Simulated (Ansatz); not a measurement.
# MnSe: tetragonal deformation path

These are results of Ansatz 0.2.0, DFT PBEsol, scalar-relativistic, plane waves, PAW, not measurements. Cutoff 420 eV, Γ-centred 16×16×16 k-points, Gaussian smearing of 0.15 eV. Collinear spins, started from moments 4.6, 0.0 μB in atom order; the magnetic state may not be the lowest. Energies are free energies at this smearing, counted from the undisturbed cell; pressure is positive in compression.

Zero of the scan (as given, not relaxed at this level; it stands at -0.3 GPa; this zinc-blende form isn't the usual structure):

```
Mn Se
1.0
     0.00000    2.91000    2.91000
     2.91000    0.00000    2.91000
     2.91000    2.91000    0.00000
Mn Se
1 1
Cartesian
  0.0000 0.0000 0.0000
  4.3650 4.3650 4.3650
```

At fixed volume and fractional coordinates, lengths along (0.000, 0.000, 1.000) are scaled against those across it; ρ is that ratio over its starting value. The cell is metallic on the mesh throughout.

```
    ρ  ΔE (meV/atom)
0.707           62.6
0.780           33.8
0.850           15.8
0.920            4.6
1.000            0.0
1.100            8.0
1.200           34.1
1.300           81.9
1.414          163.7
```

Problem. Predict the moment (μB/cell) at each point.

Solution.
| ρ | moment (μB/cell) |
| --- | --- |
| 0.707 | 4.97 |
| 0.780 | 4.94 |
| 0.850 | 4.90 |
| 0.920 | 4.88 |
| 1.000 | 4.87 |
| 1.100 | 4.88 |
| 1.200 | 4.89 |
| 1.300 | 4.88 |
| 1.414 | 4.83 |

Cost: 9 runs of about 15 core-minutes in all, on Arm Neoverse V1 (shared hosts).